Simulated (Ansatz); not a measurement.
The relaxed structure here is a generated cell of TiTe2: the first start was made by placing the elements on the sites of a structure type, and the end was not matched to a known phase here, so it may be hypothetical. Known forms of TiTe2 include space group No. 164.

One starting cell of TiTe2 (a generated trial cell of TiTe2 in the cotunnite structure type) was relaxed twice with Ansatz (plane waves, PAW, scalar-relativistic): with r2SCAN at 500 eV and with PBE at 420 eV. The r2SCAN result:

```yaml
crystal:
  lattice:
    - [7.63541, 0.00000, 0.00000]
    - [0.00000, 4.08331, 0.00000]
    - [0.00000, 0.00000, 9.45544]
  atoms:
    - { symbol: Ti, position: [0.24750, 0.25000, 0.09835] }
    - { symbol: Ti, position: [0.74750, 0.25000, 0.40165] }
    - { symbol: Ti, position: [0.75250, 0.75000, 0.90165] }
    - { symbol: Ti, position: [0.25250, 0.75000, 0.59835] }
    - { symbol: Te, position: [0.13138, 0.25000, 0.40434] }
    - { symbol: Te, position: [0.63138, 0.25000, 0.09566] }
    - { symbol: Te, position: [0.86862, 0.75000, 0.59566] }
    - { symbol: Te, position: [0.36862, 0.75000, 0.90434] }
    - { symbol: Te, position: [0.01309, 0.25000, 0.85484] }
    - { symbol: Te, position: [0.51309, 0.25000, 0.64516] }
    - { symbol: Te, position: [0.98691, 0.75000, 0.14516] }
    - { symbol: Te, position: [0.48691, 0.75000, 0.35484] }
```

| quantity | r2SCAN | PBE |
|---|---|---|
| space group | Pnma | Pnma |
| volume (Å³/atom) | 24.57 | 23.90 |
| a (Å) | 7.635 | 7.808 |
| b (Å) | 4.083 | 3.914 |
| c (Å) | 9.455 | 9.384 |
| gap (eV, no spin-orbit coupling) | 0.00 | 0.05 |

Both levels end in the same structure; PBE's volume is 2.7 % smaller; its gap is 0.05 eV larger, so that r2SCAN closes a gap that the other level keeps. Neither column is exact.

No spin polarisation in the result. Spin-orbit coupling is missing; with elements this heavy it can move band edges by tenths of an eV or more.

The run could not lose the symmetry of its start; a randomly shaken copy of 12 atoms returns to this structure.

Ansatz is a first-principles code.
